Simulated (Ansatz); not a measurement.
MoW$_{5}$ (P4/mmm)

Level of theory: Ansatz 0.2.0, DFT PBE, scalar-relativistic, plane waves, PAW.

Cutoff 420 eV; k points 12×12×4 on the computed 6-atom cell (Γ-centred); Gaussian smearing, width 0.10 eV; no spin polarisation.

The structure is relaxed at this level of theory with its symmetry kept, and needn't be the ground state of this composition.

```yaml
crystal:
  lattice:
    - [3.17984, 0.00000, 0.00000]
    - [0.00000, 3.17984, 0.00000]
    - [0.00000, 0.00000, 9.54179]
  atoms:
    - { symbol: Mo, position: [0.50000, 0.50000, 0.50000] }
    - { symbol: W, position: [0.00000, 0.00000, 0.66593] }
    - { symbol: W, position: [0.50000, 0.50000, 0.83286] }
    - { symbol: W, position: [0.00000, 0.00000, 0.00000] }
    - { symbol: W, position: [0.50000, 0.50000, 0.16714] }
    - { symbol: W, position: [0.00000, 0.00000, 0.33407] }
```

| Item | Value |
| --- | --- |
| Space group | P4/mmm (No. 123) |
| Volume per atom | 16.08 Å³ |
| Formation energy from the elements' standard states (uncorrected) | -0.001 eV/atom |
| Kohn–Sham band gap | none (metal) |
| Density of states at the Fermi level | 2.6 states/eV per cell |
| Orbital (Löwdin) character within 0.5 eV of the Fermi level | W 5d 70 %, Mo 4d 17 %, unprojected 8 % |
| Bulk modulus | 295 GPa |
| Its pressure derivative | 4.0 |
| Bader charge by site (e) | Mo (1 in the cell) 0.08, W (2 in the cell) -0.02, W (2 in the cell) -0.01, W (1 in the cell) 0.00 |

Spin-orbit coupling is left out, which matters for the bands of heavy elements.

The cell was found from a structure generator's guess, not taken from experiment. Löwdin shares on free-atom orbitals overweight diffuse shells.
